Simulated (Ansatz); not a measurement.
PtW (L1₀ or tetragonal B2, P4/mmm) at seven volumes, PBEsol (plane waves, PAW; program Ansatz), shape and atoms relaxed at each. One row is withheld.

| V (Å³/atom) | P (GPa) |
|---|---|
| 13.739 | 38.04 |
| 14.192 | 23.15 |
| 14.645 | 10.59 |
| 15.098 | 0.00 |
| 15.550 | ? |
| 16.003 | -16.43 |
| 16.456 | -22.72 |

Task: Fit the shown pressures and predict the withheld one.

Result: Third-order Birch–Murnaghan: P = (3/2)B₀(x^(7/2) − x^(5/2))[1 + (3/4)(B′ − 4)(x − 1)] with x = (V₀/V)^(2/3). Least squares on the six rows gives V₀ = 15.098 Å³/atom, B₀ = 323.0 GPa, B′ = 4.69. At V = 15.550, x = 0.9805 and P = -8.89 GPa. The run itself gave -8.92 GPa.

The start of the workflow was typed in or built on a structure type; neither database checked (COD, Materials Project) lists it. Its standing as an ambient phase is unchecked. The cell was relaxed with PBEsol under the symmetry of its start; its stability against distortions is not shown here. No spin polarisation was allowed. Spin–orbit coupling is left out wherever it is not named.

Potentials: the earlier of the program's two PAW sets. The files were generated under PBE; for other functionals the program regenerates the frozen cores, and for LDA and PBEsol the local potential too.
